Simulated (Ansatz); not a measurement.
Consider the following.

Relaxed KBr (rock salt):

```
KBr
1.0
    0.00000     3.35261     3.35261
    3.35261     0.00000     3.35261
    3.35261     3.35261     0.00000
Br K
1 1
Direct
  0.00000   0.00000   0.00000
  0.50000   0.50000   0.50000
```

Scan: atom 1 (Br, nearest neighbour K at 3.353 Å; its periodic images, 4.7 Å or more away, move with it) is displaced along Cartesian [111], direction (0.577, 0.577, 0.577) in Cartesian axes, by s. The other atoms stay.

Calculation: PBE (plane waves to 420 eV, PAW, scalar-relativistic; Ansatz, a first-principles code). k mesh 7×7×7 (Γ-centred), Fermi-Dirac smearing 0.05 eV. E stands for the smeared free energy. KBr was relaxed with its symmetry unable to fall. ΔE is measured from the undisplaced structure.

The scan covers s from -0.670 to 0.670 Å in 11 points.

Question: Is this a single well or a double well?

Answer: A single well with its minimum at or next to zero displacement.

Question: Is the energy the same for equal positive and negative displacements?

Answer: Even: the same for both signs. With its periodic images moving along, the atom's site symmetry in this cell is m-3m.

Question: With two atoms in the cell this is the zone-centre optical mode. What wavenumber follows (transverse: no LO-TO term)?

Answer: 100 cm⁻¹.

(For displaced atoms, the force is minus the slope of the energy, and its curvature is a force constant, which sets phonon frequencies.)
